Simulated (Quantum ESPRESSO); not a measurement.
# Mo2Mg2W3In: input and log of a self-consistent run

Simulated, not a measurement. The program is pw.x of Quantum ESPRESSO 7.5 (plane-wave density functional theory). The cell is made up: eight metal atoms on a face-centred cubic lattice, with elements, volume, strain and displacements drawn at random and not relaxed, so it may be unstable or far from any real phase. PseudoDojo standard norm-conserving files set the functional (PBE unless stated); there is no spin polarisation or spin-orbit coupling, the Fermi-Dirac width of 0.25 eV means electrons at about 2900 K, and the masses in the input are unused placeholders. Heavy elements are run without spin-orbit coupling, which real alloys of them have. A spin test at this wide smearing found no moment, but such smearing suppresses magnetism that the real alloy may have.

Input:

```
&control calculation='scf', pseudo_dir='./dojo.nc.sr.pbe.v0_5.standard.upf', outdir='./o', disk_io='minimal', tprnfor=.true., tstress=.true. /
&system ibrav=0, nat=8, ntyp=4, nbnd=66, ecutwfc=84.00895049, nosym=.true., tot_charge=0,
 occupations='smearing', smearing='fd', degauss=0.0183746611
/
&electrons conv_thr=1.470e-08, electron_maxstep=70, mixing_beta=0.5 /
ATOMIC_SPECIES
In 1.0 In.upf
Mg 1.0 Mg.upf
Mo 1.0 Mo.upf
W 1.0 W.upf
CELL_PARAMETERS angstrom
0.0479 -0.0162 -4.1798
-4.2434 -0.0057 0.0479
2.1091 8.4127 2.0983
ATOMIC_POSITIONS angstrom
Mo 0.0089 0.053 0.0241
Mo -2.2024 2.1327 -0.011
Mg 0.052 4.0836 0.1042
W -1.9464 6.3565 -0.0051
W -2.08 0.0164 -2.1562
Mg -0.0642 1.9567 -2.0723
W -2.0953 4.3341 -2.0113
In -0.0248 6.3286 -2.0082
K_POINTS automatic
6 6 3 1 1 1
```

The log is shortened where brackets say so; the opening notice, blank lines, dates and the lines on written files are dropped, and the path of the files is cut. It prints rydbergs, bohrs and kilobars, and counts compression as positive stress. Its total energy is the free energy E - TS of the whole cell.

```
     Program PWSCF v.7.5
     Parallel version (MPI & OpenMP), running on       4 processor cores
     Number of MPI processes:                 4
     Threads/MPI process:                     1
     [start-up lines left out]
     bravais-lattice index     =            0
     lattice parameter (alat)  =       7.8993  a.u.
     unit-cell volume          =    1005.4774 (a.u.)^3
     number of atoms/cell      =            8
     number of atomic types    =            4
     number of electrons       =       103.00
     number of Kohn-Sham states=           66
     kinetic-energy cutoff     =      84.0090  Ry
     charge density cutoff     =     336.0358  Ry
     scf convergence threshold =      1.5E-08
     mixing beta               =       0.5000
     number of iterations used =            8  plain     mixing
     Exchange-correlation= PBE
                           (   1   4   3   4   0   0   0)
     [axes and pseudopotential details left out]
   Cartesian axes
     site n.     atom                  positions (alat units)
         1        Mo     tau(   1) = (   0.0021291   0.0126791   0.0057654  )
         2        Mo     tau(   2) = (  -0.5268766   0.5102024  -0.0026315  )
         3        Mg     tau(   3) = (   0.0124399   0.9769131   0.0249276  )
         4        W      tau(   4) = (  -0.4656341   1.5206553  -0.0012201  )
         5        W      tau(   5) = (  -0.4975951   0.0039233  -0.5158243  )
         6        Mg     tau(   6) = (  -0.0153585   0.4680982  -0.4957530  )
         7        W      tau(   7) = (  -0.5012552   1.0368398  -0.4811601  )
         8        In     tau(   8) = (  -0.0059329   1.5139808  -0.4804185  )
     number of k points=    54  Fermi-Dirac smearing, width (Ry)=  0.0184
                       cart. coord. in units 2pi/alat
        k(    1) = (  -0.0832150   0.1248208  -0.0847768), wk =   0.0370370
        k(    2) = (  -0.0827549  -0.2068701  -0.0834860), wk =   0.0370370
     [further k points left out]
     Dense  grid:   104615 G-vectors     FFT dimensions: (  48,  48, 100)
     Estimated max dynamical RAM per process >     367.27 MB
     Estimated total dynamical RAM >       1.36 GB
     Initial potential from superposition of free atoms
     starting charge     102.9901, renormalised to     103.0000
     Starting wfcs are   69 randomized atomic wfcs
     total cpu time spent up to now is        5.6 secs
     per-process dynamical memory:   290.9 Mb
     Self-consistent Calculation
     iteration #  1     ecut=    84.01 Ry     beta= 0.50
     Davidson diagonalization with overlap
     ethr =  1.00E-02,  avg # of iterations =  4.1
     total cpu time spent up to now is       19.6 secs
     total energy              =   -1105.62188531 Ry
     estimated scf accuracy    <       1.42128527 Ry
     iteration #  2     ecut=    84.01 Ry     beta= 0.50
     Davidson diagonalization with overlap
     ethr =  1.38E-03,  avg # of iterations =  4.3
     total cpu time spent up to now is       34.8 secs
     total energy              =   -1104.22543045 Ry
     estimated scf accuracy    <      32.66155967 Ry
     iteration #  3     ecut=    84.01 Ry     beta= 0.50
     Davidson diagonalization with overlap
     ethr =  1.38E-03,  avg # of iterations =  3.4
     total cpu time spent up to now is       48.1 secs
     total energy              =   -1106.16343610 Ry
     estimated scf accuracy    <       2.39339789 Ry
     iteration #  4     ecut=    84.01 Ry     beta= 0.50
     Davidson diagonalization with overlap
     ethr =  1.38E-03,  avg # of iterations =  2.0
     total cpu time spent up to now is       59.0 secs
     total energy              =   -1106.30117909 Ry
     estimated scf accuracy    <       0.64588132 Ry
     iteration #  5     ecut=    84.01 Ry     beta= 0.50
     Davidson diagonalization with overlap
     ethr =  6.27E-04,  avg # of iterations =  1.9
     total cpu time spent up to now is       70.0 secs
     total energy              =   -1106.31128737 Ry
     estimated scf accuracy    <       1.08590780 Ry
     [iterations 6 to 12 left out]
     iteration # 13     ecut=    84.01 Ry     beta= 0.50
     Davidson diagonalization with overlap
     ethr =  1.62E-09,  avg # of iterations =  2.0
     total cpu time spent up to now is      171.8 secs
     total energy              =   -1106.37445414 Ry
     estimated scf accuracy    <       0.00000294 Ry
     iteration # 14     ecut=    84.01 Ry     beta= 0.50
     Davidson diagonalization with overlap
     ethr =  1.62E-09,  avg # of iterations =  2.0
     total cpu time spent up to now is      183.3 secs
     total energy              =   -1106.37445409 Ry
     estimated scf accuracy    <       0.00000493 Ry
     iteration # 15     ecut=    84.01 Ry     beta= 0.50
     Davidson diagonalization with overlap
     ethr =  1.62E-09,  avg # of iterations =  1.1
     total cpu time spent up to now is      193.8 secs
     total energy              =   -1106.37445435 Ry
     estimated scf accuracy    <       0.00000116 Ry
     iteration # 16     ecut=    84.01 Ry     beta= 0.50
     Davidson diagonalization with overlap
     ethr =  1.13E-09,  avg # of iterations =  1.0
     total cpu time spent up to now is      204.2 secs
     total energy              =   -1106.37445442 Ry
     estimated scf accuracy    <       0.00000002 Ry
     iteration # 17     ecut=    84.01 Ry     beta= 0.50
     Davidson diagonalization with overlap
     ethr =  1.92E-11,  avg # of iterations =  3.5
     total cpu time spent up to now is      216.7 secs
     End of self-consistent calculation
     [lines on levels left out]
!    total energy              =   -1106.37445443 Ry
     estimated scf accuracy    <          1.1E-09 Ry
     smearing contrib. (-TS)   =      -0.11193339 Ry
     internal energy E=F+TS    =   -1106.26252104 Ry
     The total energy is F=E-TS. E is the sum of the following terms:
     one-electron contribution =    -337.60286222 Ry
     hartree contribution      =     208.58086550 Ry
     xc contribution           =    -211.92433062 Ry
     ewald contribution        =    -765.31619370 Ry
     convergence has been achieved in  17 iterations
     Forces acting on atoms (cartesian axes, Ry/au):
     atom    1 type  3   force =    -0.00327791   -0.01067261   -0.00272429
     atom    2 type  3   force =     0.01839978   -0.03257614    0.00598884
     atom    3 type  2   force =    -0.01520642    0.01981697   -0.01257934
     atom    4 type  4   force =    -0.07149138    0.02207200    0.01830896
     atom    5 type  4   force =    -0.00607377   -0.01417277    0.01399823
     atom    6 type  2   force =     0.01193207    0.03503960   -0.00015544
     atom    7 type  4   force =     0.01127688   -0.01716133    0.00625325
     atom    8 type  1   force =     0.05444075   -0.00234572   -0.02909022
     Total force =     0.119848     Total SCF correction =     0.000066
     Computing stress (Cartesian axis) and pressure
          total   stress  (Ry/bohr**3)                   (kbar)     P=     -103.34
  -0.00035767  -0.00009246   0.00007400          -52.61      -13.60       10.89
  -0.00009246  -0.00094318   0.00004025          -13.60     -138.75        5.92
   0.00007400   0.00004025  -0.00080665           10.89        5.92     -118.66
     init_run     :      5.25s CPU      5.47s WALL (       1 calls)
     electrons    :    210.10s CPU    211.12s WALL (       1 calls)
     forces       :      2.05s CPU      2.07s WALL (       1 calls)
     stress       :      6.70s CPU      6.89s WALL (       1 calls)
     [timing details left out]
     PWSCF        :   3m44.30s CPU   3m45.77s WALL
     JOB DONE.
```

In other units: free energy -15052.991 eV for the cell, pressure -10.33 GPa, largest force component 1.838 eV/Å in size. The run took 228 s of wall time with four MPI processes on a shared machine (Intel Xeon, 2023 or later, virtual cores), so the time is rough. A rerun of this cell at a higher cutoff and on a denser mesh moved values by no more than 0.004 eV in energy, 0.03 GPa in stress and 0.006 eV/Å in force, and a second program with other atomic files agreed on that cell to 2 % rms in force and 0.5 GPa in pressure.